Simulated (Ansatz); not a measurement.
Lu (hcp, Mg type)

```xyz
2
Lattice="3.5043 0.0000 0.0000 -1.7521 3.0348 0.0000 0.0000 0.0000 5.4522" Properties=species:S:1:pos:R:3 pbc="T T T"
Lu     0.0000     2.0232     4.0892
Lu     1.7521     1.0116     1.3631
```

The volume is varied about the relaxed value V₀ at fixed cell shape. Symmetry pins the atoms to their sites.

All values below come from r2SCAN (plane waves to 500 eV, PAW, scalar-relativistic; Ansatz, a quantum-chemistry and plane-wave program). k mesh 15×15×9 (Γ-centred), Fermi-Dirac smearing 0.05 eV. Energies are smeared free energies. Stress and pressure are positive under compression. With the shape held, the modulus is that of even scaling; a crystal free to change shape is softer. Lu is run without spin polarisation. Lu was relaxed with its symmetry unable to fall. The zero of ΔE is the relaxed starting cell. The last digit holds for this mesh only.

```json
[
 {"V (Å³/atom)": "26.093", "ΔE (meV/atom)": "49.6"},
 {"V (Å³/atom)": "26.817", "ΔE (meV/atom)": "26.8"},
 {"V (Å³/atom)": "27.542", "ΔE (meV/atom)": "11.5"},
 {"V (Å³/atom)": "28.267", "ΔE (meV/atom)": "2.8"},
 {"V (Å³/atom)": "28.992", "ΔE (meV/atom)": "0.0"},
 {"V (Å³/atom)": "29.717", "ΔE (meV/atom)": "2.5"},
 {"V (Å³/atom)": "30.441", "ΔE (meV/atom)": "9.8"},
 {"V (Å³/atom)": "31.166", "ΔE (meV/atom)": "withheld"},
 {"V (Å³/atom)": "31.891", "ΔE (meV/atom)": "36.7"}
]
```

Fit a third-order Birch-Murnaghan form (E₀, V₀, B₀, B₀′ free) to the given rows and predict ΔE at V = 31.166.

Least squares on the 8 given rows: ΔE = E₀ + (9V₀B₀/16)·y²·[2 + (B₀′ − 4)y], y = (V₀/V)^(2/3) − 1, with V₀ = 28.996 Å³/atom, B₀ = 46.87 GPa (160.2 GPa = 1 eV/Å³; the term in eV is multiplied by 1000), B₀′ = 3.43, E₀ = -0.01 meV/atom; root-mean-square residual 0.02 meV/atom. At 31.166 the fit gives 21.3 meV/atom; the calculation gives 21.4 meV/atom, so the interpolation is off by -0.1 (-0.5 %). For the pressure the fit gives -3.0 GPa against the computed -3.0 GPa.

(A scan under strain: stresses follow from slopes of the energy per volume, elastic moduli from its curvatures.)
